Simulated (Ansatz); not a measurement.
According to PBEsol (plane waves, PAW; program Ansatz), ScMo₃C in the anti-perovskite structure (Pm-3m) relaxes to a = 4.187 Å. Sc has 12 nearest neighbours from 2.96 Å (cuboctahedral); C has 6 nearest neighbours from 2.09 Å (octahedral). Against the elements it lies at 0.020 eV/atom, with no fitted shifts.

Electronic character: metallic (no gap). Gap from PBEsol with spin–orbit coupling: none (metallic).

The bulk modulus is 227 GPa. The relaxed-ion elastic constants in GPa are C11 = 368, C12 = 156, C44 = 35.7. The elastic constants imply a Debye temperature near 369 K. The highest mode at Γ lies at 652 cm^-1.

The start of the workflow was typed in or built on a structure type; neither database checked (COD, Materials Project) lists it. Its standing as an ambient phase is unchecked. The cell was relaxed with PBEsol under the symmetry of its start; whether a distortion lowers the energy is not shown. No spin polarisation was allowed. As this level gives no gap, shear constants depend on the k-mesh and smearing (Fermi–Dirac, 0.1 eV here). As this level gives no gap, phonon frequencies hold no LO–TO term and depend on the k-mesh and smearing (Fermi–Dirac, 0.1 eV here). The references are the lowest solids computed at this level, not always the standard phases. Spin–orbit coupling is left out wherever it is not named.

Potentials: the later of the program's two PAW sets.
